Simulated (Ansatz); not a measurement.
Values for one crystal, relaxed and computed with the program Ansatz at the LDA level (PAW); other levels are named.

| Quantity | Result |
|---|---|
| Volume per atom | 18.23 Å³ |
| Electronic character | metallic (no gap) |
| Pressure derivative B′ | 12.5 |
| Bulk modulus (Birch–Murnaghan fit) | 432 kbar |
| Density of states at the Fermi level | 0.51 states/eV per atom (mean over ±0.08 eV) |
| Formation energy from the elements (no fitted shifts) | -1128 meV/atom |

Task: Pick the material that matches.
A. TaS2, R-3m (Ta on 6c, S on 6c, S on 6c)
B. TiS, P-6m2 (Ti on 1e, S on 1b)
C. TaF3, ReO3 type
D. TaGe2, P6/mmm (Ta on 1a, Ge on 2d)

Result: A, TaS2, R-3m (Ta on 6c, S on 6c, S on 6c)

The workflow started from a Materials Project entry (that database holds measured and hypothetical structures alike); the Crystallography Open Database files this formula in space group No. 166, but the cells were not matched. Its standing as an ambient phase is unchecked. The cell was relaxed with LDA under the symmetry of its start; whether a distortion lowers the energy is not shown. The run is not spin-polarised. A crystal of weakly bound layers computed without a dispersion correction: the cell and the soft elastic constants depend strongly on that. The references are the lowest solids computed at this level, not always the standard phases. Spin–orbit coupling is left out wherever it is not named.

Potentials: the later of the program's two PAW sets.
